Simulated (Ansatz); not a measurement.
# What DFT gives for LaOs$_{2}$

```yaml
crystal:
  lattice:
    - [0.00000, 3.92756, 3.92756]
    - [3.92756, 0.00000, 3.92756]
    - [3.92756, 3.92756, 0.00000]
  atoms:
    - { symbol: La, position: [0.00000, 0.00000, 0.00000] }
    - { symbol: La, position: [0.25000, 0.25000, 0.25000] }
    - { symbol: Os, position: [0.62500, 0.62500, 0.62500] }
    - { symbol: Os, position: [0.12500, 0.62500, 0.62500] }
    - { symbol: Os, position: [0.62500, 0.62500, 0.12500] }
    - { symbol: Os, position: [0.62500, 0.12500, 0.62500] }
```

Method: r2SCAN, no spin polarisation; PAW, plane waves to 500 eV, 8×8×8 Γ-centred mesh, gaussian occupations (width 0.1438 eV) (Ansatz 0.2.0), atoms fixed.

Formation energy: 0.00 eV an atom against the elements' usual phases (free molecules for gases, crystals otherwise, with no correction for O₂ or N₂), too near zero to call. Relaxing would lower it.
Electronic structure: It is a metal, with about 7.8 states/eV a cell as the mean within 0.25 eV of the Fermi level, mostly Os d (84 %).
Contacts: Os–Os at 2.78 Å: least valence density 0.41 e/Å³ and ELF 0.37 there. La–Os at 3.26 Å: least valence density 0.18 e/Å³ and ELF 0.14 there. La–La at 3.40 Å: least valence density 0.09 e/Å³ and ELF 0.03 there. These are pseudo-fields; inside the PAW spheres they differ from the all-electron ones.
Stress: The pressure is -8.6 GPa (compression positive), so with the atoms held at these fractions the cell would first shrink.
Forces: The forces vanish by the symmetry of the sites.

Origin: a database entry at a rescaled volume. Caveats: many states at the Fermi level without spin polarisation, so a magnetic state may lie lower; f levels without a U or exact exchange are poorly placed.
